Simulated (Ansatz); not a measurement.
**Compressing Si$_{3}$N$_{4}$: a fit and a missing row**

Si$_{3}$N$_{4}$, I-43d, a = 6.442 Å. This isn't the usual stable structure of the compound. Ansatz: r2SCAN, PAW, 500 eV, Γ-centred 6×6×6 mesh on 14 atoms, Gaussian smearing 0.02 eV; no spin polarisation. Shape and atoms are relaxed at each volume; pressure is positive in compression.

```
V (Å³/atom) P (GPa)
      8.404        ?
      8.690    30.42
      8.977    18.96
      9.263     8.87
      9.550     0.04
      9.836    -7.64
     10.123   -14.31
     10.505   -21.84
```

**Question.** Take V0 = 9.550 Å³/atom, count pressures from its P0 = 0.04 GPa, fit the third-order Birch–Murnaghan form to the other rows, and predict the missing pressure.

**Answer.** With the Eulerian strain f = ½[(V0/V)^(2/3) − 1] and y = (P − P0)/[3f(1 + 2f)^(5/2)], the form is the line y = B0 + 1.5 B0 (B0′ − 4) f. Rows (f, y): 0.03247, 266.5; 0.02106, 270.1; 0.01028, 272.1; -0.00974, 276.1; -0.01905, 276.7; -0.03078, 277.7. Means f = 0.0007067, y = 273.20; Σ(Δf)² = 0.003006, ΣΔfΔy = -0.5276; the slope is their ratio. y = 273.3 − 175.5 f GPa, so B0 = 273.3 GPa and B0′ = 4 + 2 × (-175.5)/(3 × 273.3) = 3.57. At V = 8.404, f = 0.04448, y = 265.49 and P = 43.88 GPa. The run gave 43.31 GPa, so the fit is 0.57 GPa too high, 0.87 % of the span of the series, against an rms of 0.06 GPa on the fitted rows. The row lies outside the fitted range. The points of y bend away from a line: a fourth-order term fitted to them gives P = 43.40 GPa at this row's volume (the line 43.88, the run 43.31).

Cost: 8 runs of about 16 core-minutes in all, on Intel Xeon Processor @ 2.50GHz (Skylake/Cascade Lake) (shared hosts).